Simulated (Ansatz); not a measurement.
Au: moving Au off its site

Au, Fm-3m, a = 4.091 Å (as given, not relaxed at this level: -1.0 GPa). Ansatz: PBEsol, PAW, 420 eV, Γ-centred 10×10×10 mesh on 8 atoms, Gaussian smearing 0.15 eV; no spin polarisation.

```
Au
1.0
    -4.09100   -4.09100    0.00000
    -4.09100    0.00000   -4.09100
     0.00000   -4.09100   -4.09100
Au
8
Direct
  0.50000 0.50000 0.50000
  0.00000 0.50000 0.50000
  0.50000 0.00000 0.50000
  0.00000 0.00000 0.50000
  0.50000 0.50000 0.00000
  0.00000 0.50000 0.00000
  0.50000 0.00000 0.00000
  0.00000 0.00000 0.00000
```

Atom 1 (Au) moves by x along the unit vector (0.707, 0.707, 0.000), with its periodic images; all else is held. y is the free energy of the cell over the start, F the force along the path summed over the moved atoms. Symmetry makes y even in x.

```tsv
x (Å)	y (meV)	F (eV/Å)
-0.200	?	?
-0.100	34.2	0.69
0.000	0.0	0.00
0.025	2.1	-0.17
0.050	8.5	-0.34
0.075	19.2	-0.51
0.125	53.8	-0.87
0.150	78.0	-1.07
0.175	107.1	-1.26
```

**Question.** Fit y = c2 x² + c4 x⁴ to the energies of the other rows, give the force constant, and predict energy and force of the missing row.

**Answer.** Least squares on the rows shown. y = 3386 x² + 3616 x⁴. The force constant is 2 c2 = 6.77 eV/Å² (for all images moving together, not for a lone atom). The force −dy/dx at the missing row is 1.47 eV/Å (computed 1.47). At x = -0.200 the fit asked for gives 141.2 meV. The run gave 141.3 meV, so the fit is 0.1 meV too low, a small miss on the scale of the series.

Spin–orbit coupling is left out, which can shift energies with elements as heavy as these.

Cost: 9 runs of about 20 core-minutes in all, on Arm Neoverse V2 (shared hosts).